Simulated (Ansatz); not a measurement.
Si$_{2}$W (MoSi2 or CaC2 type, I4/mmm) under volume change, DFT-PBEsol in the program Ansatz with PAW potentials, shape and atoms relaxed at each volume.

```tsv
V (Å³/atom)	E − E(relaxed) (meV/atom)	P (GPa)
12.158	92.4	26.76
12.559	38.8	16.38
12.960	[?]	[?]
13.360	0.0	-0.01
13.761	8.3	-6.43
14.162	[?]	[?]
14.563	67.0	-16.50
```

What belongs in the gaps?


- 14.162, E − E(relaxed) (meV/atom): 31.3
- 14.162, P (GPa): -11.88
- 12.960, E − E(relaxed) (meV/atom): 9.2
- 12.960, P (GPa): 7.53

What does a third-order Birch–Murnaghan fit give for V₀, B₀ and B′?

V₀ = 13.36 Å³/atom, B₀ = 231 GPa, B′ = 4.4.

The cell was relaxed with PBEsol under the symmetry of its start. The run is not spin-polarised. Spin–orbit coupling is left out wherever it is not named.

Potentials: the later of the program's two PAW sets.
